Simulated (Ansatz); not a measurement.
## Structure relaxation, GaCuSe₂

The start is a generated trial cell of GaCuSe2 in the AFLOW prototype AB2C_oC16_63_c_2c_c (as in SrCuO2). Cell shape, volume and atoms are optimised at zero target pressure with PBE (plane waves to 420 eV, PAW, scalar-relativistic; Ansatz, a first-principles code). The first steps use a coarse 6×6×5 k-mesh.

Starting cell:
```
CELL_PARAMETERS angstrom
      2.05150    -9.37257     0.00000
      2.05150     9.37257     0.00000
      0.00000     0.00000     4.49438
ATOMIC_POSITIONS crystal
  Cu 0.93891 0.06109 0.75000
  Cu 0.06109 0.93891 0.25000
  Se 0.05580 0.94420 0.75000
  Se 0.94420 0.05580 0.25000
  Se 0.82080 0.17920 0.75000
  Se 0.17920 0.82080 0.25000
  Ga 0.66904 0.33096 0.75000
  Ga 0.33096 0.66904 0.25000
```

Q: What is the largest force in the starting geometry, and on which atom (counted from 1)?

A: About 1.7 eV/Å, on Se5, Se6 (atoms numbered as listed).

Q: How does the volume per atom move from start to end?

A: +4.3 %, from 21.60 to 22.53 Å³/atom.

Q: How do the shortest distances between atoms change?

A: The closest pairs of elements (up to four, under 3.6 Å), start → end: Cu–Se 2.19 → 2.36 Å; Ga–Se 2.84 → 2.79 Å; Se–Se 3.07 → 3.02 Å; Cu–Cu 3.21 → 3.65 Å.

Q: What band gap does the relaxed structure have at this level?

A: No gap (metallic).

Q: Give the final cell and atomic positions.

A: 
```cif
data_Cu4Ga4Se8
_chemical_formula_sum 'Cu4 Se8 Ga4'
_space_group_name_H-M_alt 'Cmcm'
_space_group_IT_number 63
_space_group_name_Hall '-C 2c 2'
_cell_length_a 3.72625
_cell_length_b 20.84368
_cell_length_c 4.64080
_cell_angle_alpha 90.000
_cell_angle_beta 90.000
_cell_angle_gamma 90.000
loop_
_atom_site_label
_atom_site_type_symbol
_atom_site_symmetry_multiplicity
_atom_site_Wyckoff_symbol
_atom_site_fract_x
_atom_site_fract_y
_atom_site_fract_z
_atom_site_occupancy
Cu1 Cu 4 c 0.00000 0.06769 0.75000 1
Se1 Se 4 c 0.00000 0.04645 0.25000 1
Se2 Se 4 c 0.00000 0.18117 0.75000 1
Ga1 Ga 4 c 0.00000 0.68504 0.25000 1
```
(The calculation used a cell of 8 atoms; values per cell refer to that cell.)

The space group stays Cmcm (No. 63) (the run could not lower it); the end is AFLOW prototype AB2C_oC16_63_c_2c_c (as in SrCuO2), with 8 atoms in the primitive cell. Final values are on a 13×13×10 k-mesh of the relaxed cell. No spin polarisation in the result.

The run could not lose the symmetry of its start, so the end can be a saddle point.

The relaxed structure here is a generated cell of GaCuSe2: the first start was made by placing the elements on the sites of a structure type, and the end was not matched to a known phase here, so it may be hypothetical. Known forms of GaCuSe2 include space group No. 122.
